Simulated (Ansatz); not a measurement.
Theory: DFT PBE, scalar-relativistic, plane waves, PAW in Ansatz 0.2.0. All cells share a 420 eV cutoff and Γ-centred k meshes spaced about 0.3 Å⁻¹ or finer (0.25 for metals, 2π included). No spin polarisation in the final relaxations.

These are static total energies at zero pressure. All come from trial cells, and lower structures may exist.

Task: Order these relaxed structures of Ca2Sn2N by energy, lowest first, with the energy over the lowest of them.
A.

```cif
data_structure
_symmetry_space_group_name_H-M 'P4/mmm'
_symmetry_Int_Tables_number 123
_cell_length_a 4.8206
_cell_length_b 4.8206
_cell_length_c 4.8492
_cell_angle_alpha 90.000
_cell_angle_beta 90.000
_cell_angle_gamma 90.000
_cell_volume 112.69
loop_
_atom_site_label
_atom_site_type_symbol
_atom_site_symmetry_multiplicity
_atom_site_Wyckoff_symbol
_atom_site_fract_x
_atom_site_fract_y
_atom_site_fract_z
_atom_site_occupancy
Ca1 Ca 2 f 0.00000 0.50000 0.00000 1
Sn1 Sn 1 b 0.00000 0.00000 0.50000 1
Sn2 Sn 1 d 0.50000 0.50000 0.50000 1
N1 N 1 a 0.00000 0.00000 0.00000 1
```

B.

```cif
data_structure
_symmetry_space_group_name_H-M 'P6_3/mmc'
_symmetry_Int_Tables_number 194
_cell_length_a 3.5482
_cell_length_b 3.5482
_cell_length_c 21.9160
_cell_angle_alpha 90.000
_cell_angle_beta 90.000
_cell_angle_gamma 120.000
_cell_volume 238.95
loop_
_atom_site_label
_atom_site_type_symbol
_atom_site_symmetry_multiplicity
_atom_site_Wyckoff_symbol
_atom_site_fract_x
_atom_site_fract_y
_atom_site_fract_z
_atom_site_occupancy
Ca1 Ca 4 f 0.66667 0.33333 0.94268 1
Sn1 Sn 4 f 0.33333 0.66667 0.68441 1
N1 N 2 a 0.00000 0.00000 0.00000 1
```

C.

```cif
data_structure
_symmetry_space_group_name_H-M 'R-3m:H'
_symmetry_Int_Tables_number 166
_cell_length_a 3.6286
_cell_length_b 3.6286
_cell_length_c 31.2150
_cell_angle_alpha 90.000
_cell_angle_beta 90.000
_cell_angle_gamma 120.000
_cell_volume 355.93
loop_
_atom_site_label
_atom_site_type_symbol
_atom_site_symmetry_multiplicity
_atom_site_Wyckoff_symbol
_atom_site_fract_x
_atom_site_fract_y
_atom_site_fract_z
_atom_site_occupancy
Ca1 Ca 6 c 0.00000 0.00000 0.70661 1
Sn1 Sn 6 c 0.00000 0.00000 0.86919 1
N1 N 3 a 0.00000 0.00000 0.00000 1
```

Result: B (0 meV/atom), C (21 meV/atom), A (58 meV/atom). Forms: B P6_3/mmc; C R-3m; A P4/mmm. Counting Ca or Sn atoms around N (for each partner element, those within 1.25 times its shortest distance or 1.15 times the sum of covalent radii, where it is the nearest in units of that sum or under 1.3; a plus sign parts groups by distance over the sum of covalent radii): B has N 6; C has N 6; A has N 4+2.

The P6_3/mmc cell has imaginary phonons, to 36i cm⁻¹ on its k mesh, which in a cell without a gap can be an artefact. Without a clear test, and held by symmetry: R-3m and P4/mmm. Some structure types and database cells were kept out of the candidates from the start, so a known form may be missing.
